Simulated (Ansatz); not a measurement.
The start is a generated trial cell of Si in the AFLOW prototype A_hR1_166_a (A10, as in Hg). Cell shape, volume and atoms are optimised at zero target pressure with PBE (plane waves to 420 eV, PAW, scalar-relativistic; Ansatz, an electronic-structure program). First-step values are on the input's coarse k-mesh.

Ansatz input (later rounds restart from its end on a renewed k-mesh):
Ansatz 0.2 input:
```yaml
crystal:
  lattice:
    - [1.5067375, 0.8699153, 1.9359375]
    - [-1.5067375, 0.8699153, 1.9359375]
    - [0, -1.7398306, 1.9359375]
  atoms:
    - { symbol: Si, position: [0, 0, 0] }
basis: { ecutwfc: 420, ecutrho_ratio: 4, xc_grid: 2, fft_grid_basis: typed }
kpoints: { mp_grid: { grid: [10, 10, 10] } }
hamiltonian:
  xc: pbe
  dispersion: none
  pseudopotentials: { azcp: { folder: ./paw }, kind: paw }
scf: { occupations: { method: fermi_dirac, width: 0.05 } }
relax: { f_tol: 0.01, max_steps: 100, cell: { stress_tol: 0.02 } }
output: { forces: true, stress: true }
```

Question: What symmetry does the relaxed structure have?

Answer: The space group goes from R-3m (No. 166) to Pm-3m (No. 221); the end is simple cubic type, with 1 atom in the primitive cell.

Question: By how much does the energy per atom fall from start to end?

Answer: 0.18 to 0.22 eV/atom (the two k-meshes of the run give this range).

Question: How does the volume per atom move from start to end?

Answer: +6.8 %, from 15.22 to 16.26 Å³/atom.

Question: How do the shortest distances between atoms change?

Answer: The closest pairs of elements (up to four, under 3.6 Å), start → end: Si–Si 2.60 → 2.53 Å.

Question: What band gap does the relaxed structure have at this level?

Answer: No gap (metallic).

Question: Give the final cell and atomic positions.

Answer: 
```cif
data_Si
_chemical_formula_sum 'Si1'
_space_group_name_H-M_alt 'Pm-3m'
_space_group_IT_number 221
_space_group_name_Hall '-P 4 2 3'
_cell_length_a 2.53361
_cell_length_b 2.53361
_cell_length_c 2.53361
_cell_angle_alpha 90.000
_cell_angle_beta 90.000
_cell_angle_gamma 90.000
loop_
_atom_site_label
_atom_site_type_symbol
_atom_site_symmetry_multiplicity
_atom_site_Wyckoff_symbol
_atom_site_fract_x
_atom_site_fract_y
_atom_site_fract_z
_atom_site_occupancy
Si1 Si 1 a 0.00000 0.00000 0.00000 1
```

Final values are on a 18×18×18 k-mesh of the relaxed cell. No spin polarisation in the result.

The run could not lose the symmetry of its start: the end is stationary, and may be a saddle point rather than a minimum.

The relaxed structure here is a generated cell of Si: the first start was made by placing the elements on the sites of a structure type, and the end was not matched to a known phase here, so it may be hypothetical. Known forms of Si include space group No. 227.
